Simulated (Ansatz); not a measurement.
Simulated powder pattern, Cu Kα, λ = 1.54184 Å (kinematic, ideal powder, no thermal factors, no anomalous dispersion; the 30 strongest lines at most, above 1 %, up to 2θ = 90°):

| 2θ (°) | d (Å) | I/Imax (%) |
|---|---|---|
| 26.82 | 3.325 | 100 |
| 44.50 | 2.036 | 76 |
| 52.72 | 1.736 | 45 |
| 64.76 | 1.440 | 12 |
| 71.40 | 1.321 | 17 |
| 81.97 | 1.175 | 23 |
| 88.15 | 1.108 | 13 |

The pattern belongs to a structure relaxed with DFT-PBEsol in the program Ansatz with PAW potentials.

**Question.** Which of these materials gives this?
A) Ag, diamond
B) Ga, diamond
C) Sc, diamond
D) Y, diamond

**Answer.** B, Ga, diamond

**Question.** Give the lattice parameters.

**Answer.** a = 5.759 Å.

Space group Fd-3m (diamond). The start of the workflow was typed in or built on a structure type; neither database checked (COD, Materials Project) lists it. It is not the phase usual at ambient conditions (space group No. 64). Symmetry was held in the PBEsol relaxation. At this level the phase is mechanically unstable. The volume moved by -22 % from the start of the relaxation.

Potentials: the earlier of the program's two PAW sets.
